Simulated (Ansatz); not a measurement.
**Pressure against volume in Cd3SeS2**

The cell was found from a proposed guess, not taken from experiment.

Method: DFT PBE, scalar-relativistic, plane waves, PAW in Ansatz. Cutoff 420 eV, Γ-centred 6×6×4 mesh (12-atom cell), Gaussian smearing of 0.02 eV, no spin polarisation.

```xyz
12
Lattice="6.3875 -3.6866 0.0000 6.3875 3.6866 0.0000 0.0000 0.0000 6.9343" Properties=species:S:1:pos:R:3 pbc="T T T"
Cd    4.1924   -1.1920    4.3660
Cd    8.5826    1.1920    0.8989
Cd    6.3875   -2.3807    0.7896
Cd    6.3875    2.3807    4.2567
Cd    8.5826   -1.1920    4.3660
Cd    4.1924    1.1920    0.8989
Se    6.3875   -2.4338    3.4689
Se    6.3875    2.4338    0.0017
S     4.2364   -1.2157    0.0056
S     8.5386    1.2157    3.4728
S     8.5386   -1.2157    0.0056
S     4.2364    1.2157    3.4728
```

The cell was set to several volumes, with shape and atoms relaxed at each where symmetry leaves them free. Pressure is positive in compression, and energies count from the lowest row.

| row | V (Å³/atom) | P (GPa) | ΔE (meV/atom) | gap on mesh (eV) |
| --- | --- | --- | --- | --- |
| 1 | 23.949 | 8.59 | 77.7 | 1.20 |
| 2 | 24.765 | 5.87 | 41.0 | 1.13 |
| 3 | 25.582 | ? | ? | ? |
| 4 | 26.398 | 1.63 | 4.0 | 0.98 |
| 5 | 27.215 | -0.01 | 0.0 | 0.91 |
| 6 | 28.031 | -1.39 | 3.7 | 0.84 |
| 7 | 28.848 | -2.56 | 13.8 | 0.78 |
| 8 | 29.936 | -3.84 | 35.7 | 0.69 |

**Question.** Find B = −V·ΔP/ΔV from rows 4 and 6 and from rows 1 and 2, and from the two its slope B′ and its value B0 at zero pressure.

**Answer.** Rows 4 and 6 give −(26.398 + 28.031)/2 × (-1.39 − (1.63))/(28.031 − 26.398) = 50.3 GPa at a mean pressure of 0.12 GPa. Rows 1 and 2 give −(23.949 + 24.765)/2 × (5.87 − (8.59))/(24.765 − 23.949) = 81.2 GPa at a mean pressure of 7.23 GPa. So B′ = (81.2 − 50.3)/(7.23 − (0.12)) = 4.35 and B0 = 50.3 − 4.35 × (0.12) = 49.8 GPa. A third-order Birch–Murnaghan fit to all the energies gives B0 = 50.1 GPa and B′ = 4.6.

**Question.** Estimate the pressure and energy of row 3.

**Answer.** From row 5, V0 = 27.215 × (1 + (-0.01)/49.8) = 27.210 Å³/atom. Murnaghan's form P = (B0/B′)·[(V0/V)^B′ − 1] gives (49.8/4.35) × [(27.210/25.582)^4.35 − 1] = 3.52 GPa; the computed pressure is 3.57 GPa, so the estimate is off by -0.05 GPa. The work of compression from row 4, with the mean of the two pressures, gives ΔE = 4.0 + (3.52 + 1.63)/2 × (26.398 − 25.582)/160.2 × 1000 = 17.1 meV/atom (1 eV/Å³ = 160.2 GPa); the computed value is 17.1 meV/atom.

**Question.** Fit the gap against pressure through the other rows and estimate it at the computed pressure of row 3.

**Answer.** Over the 7 rows the mean pressure is 1.1843 GPa and the mean gap is 0.933 eV. The sums of products of deviations are S_xx = 124.3 and S_xy = 4.982, so the slope is 4.982/124.3 = 0.04008 (r = 0.99, rms misfit 0.02 eV). At 3.57 GPa the line gives 0.933 + (0.04008) × (3.57 − 1.1843) = 1.03 eV. The computed value is 1.05 eV, so the line is off by -0.02 eV, less than the largest miss among the fitted rows (0.04 eV).

Kohn–Sham gaps at this level usually fall short of measured ones. All volumes keep the k mesh of the relaxed cell. A later test with randomly moved atoms came back to the same energy, though modes that don't fit the test's cell weren't probed.
